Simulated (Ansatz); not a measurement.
## Wurtzite alloy of AlN and SiC (15 of 48 Al sites, 15 of 48 N sites exchanged), 96 atoms

Ansatz, PAW, plane waves. PBEsol relaxation of cell lengths and atoms (angles held) at the single k point (¼, ¼, ¼) without its symmetry partners; single points on the relaxed atoms at the Γ point alone, onto which points of the small cell's zone fold. Arrangement: quasirandom. No spin–orbit coupling unless named.

Relaxed structure:

```
CELL_PARAMETERS angstrom
9.35529 0.00000 0.00000
0.00000 10.78264 0.00000
0.00000 0.00000 10.01711
ATOMIC_POSITIONS crystal
Al 0.16751 0.08347 0.25254
Al 0.16140 0.08191 0.75348
Al 0.99962 0.33218 0.74813
Al 0.49809 0.08817 0.24631
Al 0.50501 0.07878 0.75369
Al 0.32972 0.33488 0.25292
Al 0.16006 0.58539 0.25035
Al 0.17266 0.58502 0.74593
Al 0.00017 0.83406 0.24923
Al 0.67015 0.33919 0.25130
Al 0.49929 0.57912 0.24292
Al 0.32830 0.82977 0.24333
Al 0.34075 0.83046 0.75320
Al 0.83956 0.58716 0.25155
Al 0.66833 0.82854 0.24933
Al 0.99442 0.16099 0.49610
Al 0.33108 0.16674 0.00442
Al 0.16622 0.41841 0.49700
Al 0.16598 0.41873 0.99784
Al 0.00485 0.66619 0.49793
Al 0.00059 0.66904 0.98744
Al 0.66728 0.16883 0.49650
Al 0.49683 0.41327 0.99831
Al 0.33557 0.66394 0.49943
Al 0.16441 0.91467 0.00626
Al 0.83532 0.41902 0.49264
Al 0.83840 0.41955 0.99826
Al 0.66766 0.66103 0.48943
Al 0.66619 0.66713 0.99917
Al 0.50188 0.91716 0.47830
Al 0.50074 0.91376 0.01271
Al 0.83226 0.91287 0.49485
Al 0.83126 0.91523 0.99959
Si 0.99926 0.33526 0.25020
Si 0.33130 0.33194 0.75279
Si 0.99760 0.83381 0.75214
Si 0.83087 0.08318 0.24758
Si 0.83517 0.08488 0.75166
Si 0.67109 0.33285 0.74981
Si 0.49965 0.59311 0.75810
Si 0.82839 0.58825 0.74774
Si 0.66003 0.83186 0.75327
Si 0.00085 0.17305 0.99795
Si 0.33624 0.16810 0.50269
Si 0.66445 0.16737 0.99620
Si 0.50182 0.41540 0.49629
Si 0.33119 0.66587 0.00010
Si 0.16913 0.91320 0.50069
N 0.99248 0.16744 0.18154
N 0.99001 0.15789 0.69137
N 0.32653 0.17206 0.19437
N 0.33122 0.17330 0.68530
N 0.15959 0.40696 0.18859
N 0.17911 0.40762 0.69301
N 0.68065 0.16906 0.17552
N 0.68030 0.17087 0.69698
N 0.49572 0.40654 0.18507
N 0.49923 0.40649 0.69015
N 0.33040 0.65910 0.18004
N 0.34662 0.66282 0.68911
N 0.16202 0.92327 0.19445
N 0.15947 0.91526 0.68300
N 0.84358 0.40678 0.18638
N 0.82271 0.41814 0.69819
N 0.50895 0.91678 0.68007
N 0.83908 0.93201 0.18687
N 0.83457 0.92519 0.69511
N 0.18122 0.07813 0.45264
N 0.15429 0.08716 0.94391
N 0.48866 0.09290 0.44971
N 0.34119 0.32576 0.44994
N 0.33191 0.32946 0.92675
N 0.17611 0.58352 0.93691
N 0.01250 0.84611 0.44481
N 0.99920 0.84676 0.92546
N 0.83599 0.09460 0.93427
N 0.66736 0.32598 0.93001
N 0.49366 0.56927 0.44189
N 0.32311 0.83696 0.44794
N 0.83326 0.57882 0.92443
N 0.66851 0.83096 0.44336
C 0.00203 0.67298 0.17633
C 0.99349 0.67385 0.70099
C 0.66659 0.66029 0.18976
C 0.66102 0.66658 0.69132
C 0.49875 0.91958 0.21014
C 0.00665 0.32444 0.43091
C 0.00182 0.32658 0.93852
C 0.50553 0.09081 0.94436
C 0.17407 0.58304 0.44231
C 0.82787 0.07930 0.42666
C 0.65633 0.33642 0.44455
C 0.48849 0.57930 0.93494
C 0.32776 0.82727 0.94430
C 0.83865 0.58492 0.44376
C 0.66882 0.83752 0.92939
```

(1) What are the mean bond lengths by pair (pairs within 1.2 times the sum of covalent radii, less contacts 15 % beyond the pair's median; cation–cation pairs of compounds aside; long ionic contacts are cut short by that bound)?

(2) What gap lies between the top filled and the lowest empty level in the single points?

## Answers

(1) Al–C 1.922 ± 0.049 Å (standard deviation, 46 bonds); Al–N 1.946 ± 0.058 Å (standard deviation, 86 bonds); C–Si 1.813 ± 0.042 Å (standard deviation, 14 bonds); N–Si 1.821 ± 0.062 Å (standard deviation, 45 bonds).

(2) HSE06 2.45 eV (3.3 min on 7 threads of Neoverse-V2).
